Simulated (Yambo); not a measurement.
Yambo run on LaAlO₃ (cubic perovskite, space group Pm-3m, No. 221). The wavefunctions are PBEsol (pw.x of Quantum ESPRESSO, ONCV potentials, no spin-orbit coupling) ones on a 4×4×4 mesh (16 occupied bands); a = b = c = 3.783 Å, α = β = γ = 90.00°.

Yambo input:

```
rim_cut
HF_and_locXC
RandQpts= 100000
RandGvec= 1 Ry
EXXRLvcs= 110 Ry
VXCRLvcs= 440 Ry
% QPkrange
 1 | 1 | 16 | 17 |
 10 | 10 | 16 | 16 |
%
```

k points by index: 1 = Γ, 10 = R.

The o-*.hf file then holds:

```
#    K-point    Band    Eo [eV]    Ehf [eV]    Vxc [eV]    Vnlxc [eV]
#
    1    16    -0.107663    -5.381908    -20.03313    -25.30737
    1    17    3.443860    8.326565    -11.59875    -6.716041
    10    16    0.000000    -4.900851    -19.79581    -24.69666
```
Exchange alone, without screening.

Geometry of the Materials Project entry, not relaxed at this level.

This is not the ordinary phase of the substance.
